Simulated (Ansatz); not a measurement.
## What DFT gives for LaAl2Sb2

```
Sb Al La
1.0
     2.31703    4.01321    0.00000
    -2.31703    4.01321    0.00000
     0.00000    0.00000    7.56309
Sb Al La
2 2 1
Direct
  0.33330 0.33340 0.27192
  0.66670 0.66660 0.72808
  0.33330 0.33340 0.63870
  0.66670 0.66660 0.36130
  0.00000 0.00000 0.00000
```

Single point in Ansatz 0.2.0 with PBE, no spin polarisation. Cutoff 420 eV, PAW datasets, 6×6×4 Γ-centred k mesh, methfessel-paxton filling (width 0.0883 eV).

Problem. What does the stress say?

Solution. The pressure is 0.0 GPa (compression positive), so with the atoms held at these fractions the cell is close to zero pressure. The principal stresses -3.3, 1.7, 1.7 GPa differ, so its shape would change too.

Problem. How is the charge shared?

Solution. Bader charges in e: La +1.26, Al +1.08, Sb -1.72. In the mean La gives up most and Sb takes most.

Problem. Is it stable against the elements?

Solution. -0.24 eV an atom against the elements' usual phases (free molecules for gases, crystals otherwise, with no correction for O₂ or N₂), so it is bound against them; other compounds may still compete. Relaxing would lower it.

Problem. What happens at the Fermi level?

Solution. It is a metal, with about 3.6 states/eV a cell as the mean within 0.25 eV of the Fermi level, mostly La d (34 %), Al p (18 %) and Al s (15 %).

Problem. Where is the largest force?

Solution. The largest is on Al3 (and as large on other atoms): 0.30 eV/Å, components (0.00, 0.00, 0.30). It makes 76° with the line to a nearest neighbour, Sb2 at 2.76 Å.

Origin: a known structure type with other elements, at an estimated volume, so it need not be a known compound. Caveats: f levels without a U or exact exchange are poorly placed.
